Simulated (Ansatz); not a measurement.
La2Hf2O7 in space group Fd-3m (No. 227; La on 16d, Hf on 16c, O on 8b, O on 48f), PBE in the plane-wave PAW code Ansatz, all energies at zero smearing, with the estimated change up to a 700 eV cutoff added, with one set of potentials and settings (totals compare only within such a set). Cell of 22 atoms (4 La, 4 Hf, 14 O): -95873.125 eV.

```
element                            reference phase  E (eV/atom)
-------  -----------------------------------------  -----------
La                   P6_3/mmc, 4 atoms in the cell   -6250.0953
Hf                   P6_3/mmc, 2 atoms in the cell  -15721.3637
O        C2/m, 4 atoms in the cell, spin-polarised    -565.0000
```

Formation energy per atom, worked out: (-95873.125 − 4×(-6250.0953) − 4×(-15721.3637) − 14×(-565.0000))/22 = -3.513 eV/atom (-339 kJ per mol of atoms), at 0 K, without zero-point energy or fitted corrections.

The workflow started from a Materials Project entry (that database holds measured and hypothetical structures alike); the Crystallography Open Database files this formula in space group No. 227, but the cells were not matched. Its standing as an ambient phase is unchecked. The PBE relaxation kept the symmetry of its start; its stability against distortions is not shown here. No spin polarisation was allowed. The references are the lowest solids computed at this level, not always the standard phases (solids in place of the gases). Spin–orbit coupling is left out wherever it is not named.

Potentials: the later of the program's two PAW sets.
